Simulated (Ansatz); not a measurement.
BaZrO3 (cubic perovskite, space group No. 221) at seven volumes, PBEsol in the plane-wave PAW code Ansatz, scaled uniformly. One row is withheld.

```
V (Å³/atom)  P (GPa)
-----------  -------
13.299         18.92
13.737         11.56
14.175             ?
14.614         -0.01
15.052         -4.52
15.491         -8.35
15.929        -11.60
```

Question: Fit the shown pressures and predict the withheld one.

Answer: P = (3/2)B₀(x^(7/2) − x^(5/2))[1 + (3/4)(B′ − 4)(x − 1)] with x = (V₀/V)^(2/3). Least squares on the six rows gives V₀ = 14.613 Å³/atom, B₀ = 163 GPa, B′ = 4.44. At V = 14.175, x = 1.0205 and P = 5.31 GPa. The run itself gave 5.30 GPa.

Space group Pm-3m (cubic perovskite). Symmetry was held in the PBEsol relaxation. The run is not spin-polarised. Scalar-relativistic: spin–orbit coupling is off unless named, which matters more the heavier the elements.

Potentials: the later of the program's two PAW sets.
